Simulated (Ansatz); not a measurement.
Bi₂LiTe₃:
```cif
data_Bi2LiTe3
_chemical_formula_sum 'Te3 Bi2 Li1'
_space_group_name_H-M_alt 'P 1'
_space_group_IT_number 1
_cell_length_a 4.55906
_cell_length_b 4.55906
_cell_length_c 9.99631
_cell_angle_alpha 90.000
_cell_angle_beta 90.000
_cell_angle_gamma 120.000
loop_
_space_group_symop_operation_xyz
  'x, y, z'
loop_
_atom_site_label
_atom_site_type_symbol
_atom_site_fract_x
_atom_site_fract_y
_atom_site_fract_z
_atom_site_occupancy
Te1 Te 0.33333 0.66667 0.64879 1
Bi1 Bi 0.66667 0.33333 0.81822 1
Te2 Te 0.00000 0.00000 0.00000 1
Bi2 Bi 0.33333 0.66667 0.18178 1
Te3 Te 0.66667 0.33333 0.35121 1
Li1 Li 0.00000 0.00000 0.50000 1
```

Relaxed with PBE+D3(BJ).

### Question
Decompose the optical modes at the zone centre into irreducible representations, and say which are infrared and Raman allowed.

### Answer
Point group -3m: Γ_opt = 2A1g + 3A2u + 2Eg + 3Eu. Infrared: A2u, Eu. Raman: A1g, Eg.

### Question
Assign frequencies (DFPT, PBE+D3(BJ) (plane waves, PAW; program Ansatz)).

### Answer
Eg 9i, Eg 52, A1g 63, Eu 65, A2u 76, Eu 96, A2u 109, A1g 110, Eu 183, A2u 183 cm⁻¹.

Space group P-3m1. A made-up cell: these elements were put on the sites of a structure type; neither database checked (COD, Materials Project) lists it. Whether it is the stable phase at ambient conditions was not checked. The cell was relaxed with PBE+D3(BJ) under the symmetry of its start; of distortions, only those at the zone centre were tested. With an odd number of electrons in the cell and no spin polarisation, the count alone makes it a metal. As this level gives no gap, phonon frequencies hold no LO–TO term and depend on the k-mesh and smearing (Fermi–Dirac, 0.1 eV here). Scalar-relativistic: spin–orbit coupling is off unless named, which matters more the heavier the elements.

Potentials: the later of the program's two PAW sets.
